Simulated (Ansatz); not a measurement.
A relaxed structure of GaN is spoiled in several ways and relaxed again each time (noise and exchanges are one random draw each; pressure is positive under compression). Computed with r2SCAN (plane waves to 500 eV, PAW, scalar-relativistic; Ansatz, an electronic-structure program).

```cif
data_Ga4N4
_chemical_formula_sum 'N4 Ga4'
_space_group_name_H-M_alt 'F-43m'
_space_group_IT_number 216
_space_group_name_Hall 'F -4 2 3'
_cell_length_a 4.49791
_cell_length_b 4.49791
_cell_length_c 4.49791
_cell_angle_alpha 90.000
_cell_angle_beta 90.000
_cell_angle_gamma 90.000
loop_
_atom_site_label
_atom_site_type_symbol
_atom_site_symmetry_multiplicity
_atom_site_Wyckoff_symbol
_atom_site_fract_x
_atom_site_fract_y
_atom_site_fract_z
_atom_site_occupancy
N1 N 4 c 0.25000 0.25000 0.25000 1
Ga1 Ga 4 a 0.00000 0.00000 0.00000 1
```
(The calculation used a cell of 2 atoms; values per cell refer to that cell.)

```tsv
change	first pressure (GPa)	first V (Å³/atom)	released (eV/atom)	moves	outcome	final group	E − E(parent) (eV/atom)
with every coordinate shifted by Gaussian noise of σ = 0.1 Å	8.1	11.37	0.25	4	returns to the parent	F-43m	0.000
deformed by the Cartesian strain tensor (xx, yy, zz, yz, xz, xy) = (-0.100, -0.003, -0.039, 0.018, 0.058, 0.090)	58.8	9.68	0.72	8	returns to the parent	F-43m	0.000
doubled along one cell vector, shaken by Gaussian noise of σ = 0.08 Å a coordinate	6.9	11.37	0.24	5	returns to the parent	F-43m	0.000
```

First-step values come from each run's starting, coarser k-mesh (9×9×9, 10×10×9, 9×5×9). The runs use different k-meshes, so differences are rounded accordingly. No spin polarisation in the result.
